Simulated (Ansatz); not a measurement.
B:
```xyz
2
Lattice="0.0000 2.0159 2.0159 2.0159 0.0000 2.0159 2.0159 2.0159 0.0000" Properties=species:S:1:pos:R:3 pbc="T T T"
B      0.0000     0.0000     0.0000
B      1.0080     1.0080     1.0080
```

Relaxed with PBEsol. Special points in fractions of this cell's reciprocal vectors: Γ (0.000, 0.000, 0.000); X (0.500, 0.000, 0.500); U (0.625, 0.250, 0.625); K (0.375, 0.375, 0.750); L (0.500, 0.500, 0.500); W (0.500, 0.250, 0.750).

Question: List the band energies nearest the Fermi level at these points for the program Ansatz at the PBEsol level (PAW).

Answer: In eV from the Fermi level; about four levels below and three above (degenerate sets whole), none deeper than 8.9 eV; … stands for higher levels left out; points with the same levels are listed once.

```json
[
 {"k": "Γ", "below": "–", "above": "4.09 4.09 4.09"},
 {"k": "X", "below": "-6.00 -6.00 -1.32 -1.32", "above": "…"},
 {"k": "U", "below": "-5.89 -5.20 -4.10 -0.53", "above": "7.89 …"},
 {"k": "L", "below": "-8.06 -7.14", "above": "1.72 1.72 …"},
 {"k": "W", "below": "-5.13 -5.13 -3.25 -3.25", "above": "…"}
]
```

Space group Fd-3m (diamond). The start of the workflow was typed in or built on a structure type; neither database checked (COD, Materials Project) lists it. It is not the phase usual at ambient conditions (space group No. 166). The PBEsol relaxation kept the symmetry of its start. At this level the phase is mechanically unstable.

Potentials: the later of the program's two PAW sets.
